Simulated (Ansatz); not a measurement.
Name crystals whose computed values (plane-wave PAW LDA (Ansatz code)) fall in these windows: Θ_D (K) 490 to 590; highest Γ mode, no LO–TO term (cm⁻¹) 220 to 270; B₀ by P(V) fit (GPa) 190 to 250.



```json
[
 {"crystal": "TiFe, CsCl type", "Θ_D (K)": "541", "highest Γ mode, no LO–TO term (cm⁻¹)": "251", "B₀ by P(V) fit (GPa)": "225"},
 {"crystal": "TiRu, CsCl type", "Θ_D (K)": "501", "highest Γ mode, no LO–TO term (cm⁻¹)": "231", "B₀ by P(V) fit (GPa)": "248"}
]
```
Others may fit too.

Standing as an ambient phase not checked: TiFe, CsCl type; TiRu, CsCl type. All cells were relaxed under the symmetry of their starts (and spin orders); stability against distortions was not tested throughout. Rows with no word on spin ran without spin polarisation. Spin–orbit coupling is left out wherever it is not named.

Potentials: the later of the program's two PAW sets.
